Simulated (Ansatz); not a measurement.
SrVO₃:
```yaml
crystal:
  lattice:
    - [3.80940, 0.00000, 0.00000]
    - [0.00000, 3.80940, 0.00000]
    - [0.00000, 0.00000, 3.80940]
  atoms:
    - { symbol: Sr, position: [0.00000, 0.00000, 0.00000] }
    - { symbol: V, position: [0.50000, 0.50000, 0.50000] }
    - { symbol: O, position: [0.00000, 0.50000, 0.50000] }
    - { symbol: O, position: [0.50000, 0.50000, 0.00000] }
    - { symbol: O, position: [0.50000, 0.00000, 0.50000] }
```

Relaxed with PBEsol. Special points in fractions of this cell's reciprocal vectors: Γ (0.000, 0.000, 0.000); X (0.000, 0.500, 0.000); M (0.500, 0.500, 0.000); R (0.500, 0.500, 0.500).

### Question
List the band energies nearest the Fermi level at these points for DFT-PBEsol in the program Ansatz with PAW potentials.

### Answer
In eV from the Fermi level; about four levels below and three above (degenerate sets whole), none deeper than 8.9 eV; points with the same levels are listed once.

```json
[
 {"k": "Γ", "below": "-2.39 -2.39 -2.39 -0.94 -0.94 -0.94", "above": "1.46 1.46 3.50 3.50"},
 {"k": "X", "below": "-4.23 -2.86 -2.86 -0.80", "above": "1.11 1.11 1.49"},
 {"k": "M", "below": "-4.13 -3.66 -3.66 -2.12", "above": "1.09 1.09 1.46"},
 {"k": "R", "below": "-6.00 -6.00 -6.00 -2.03 -2.03 -2.03", "above": "1.71 1.71 1.71"}
]
```

Space group Pm-3m (cubic perovskite). The PBEsol relaxation kept the symmetry of its start. The workflow began spin-polarised and lost its moments. No Hubbard U is applied. The compound may be a true metal, but semilocal functionals without U, or a wrong spin order, can also close a gap. Scalar-relativistic: spin–orbit coupling is off unless named, which matters more the heavier the elements.

Potentials: the later of the program's two PAW sets.
